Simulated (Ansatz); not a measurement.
Here is the system:

PSi31:
```
PSi31
1.0
   -5.45505     5.45505     5.45505
    5.45505    -5.45505     5.45505
    5.45505     5.45505    -5.45505
P Si
1 31
Direct
  0.00000   0.00000   0.00000
  0.50000   0.50000   0.00000
  0.50000   0.00000   0.50000
  0.00000   0.50000   0.50000
  0.24968   0.00000   0.50112
  0.74856   0.49888   0.49888
  0.75081   0.00000   0.00000
  0.24968   0.50112   0.00000
  0.00000   0.75220   0.25107
  0.49887   0.24780   0.24780
  0.50113   0.74893   0.74893
  0.00000   0.25107   0.75220
  0.24919   0.24919   0.24919
  0.75032   0.75032   0.25144
  0.75032   0.25144   0.75032
  0.25144   0.75032   0.75032
  0.75220   0.00000   0.25107
  0.24780   0.49887   0.24780
  0.25107   0.00000   0.75220
  0.74893   0.50113   0.74893
  0.49888   0.49888   0.74856
  0.00000   0.00000   0.75081
  0.00000   0.50112   0.24968
  0.50112   0.00000   0.24968
  0.24780   0.24780   0.49887
  0.74893   0.74893   0.50113
  0.75220   0.25107   0.00000
  0.25107   0.75220   0.00000
  0.00000   0.24968   0.50112
  0.49888   0.74856   0.49888
  0.50112   0.24968   0.00000
  0.00000   0.75081   0.00000
```

This is the PBE-relaxed structure.

### Question
All from DFT-PBE in the program Ansatz with PAW potentials, unless another level is named. Predict the electronic character.

### Answer
metallic (no gap).

### Question
Predict the density of states at the Fermi level.

### Answer
0.17 states/eV per atom (mean over ±0.08 eV).

### Question
What about the formation energy from the elements (no fitted shifts)?

### Answer
0.7 kJ/mol-atom.

Space group I-43m. The start of the workflow was typed in or built on a structure type; neither database checked (COD, Materials Project) lists it. Its standing as an ambient phase is unchecked. Symmetry was held in the PBE relaxation; whether a distortion lowers the energy is not shown. The references are the lowest solids computed at this level, not always the standard phases.

Potentials: the later of the program's two PAW sets.
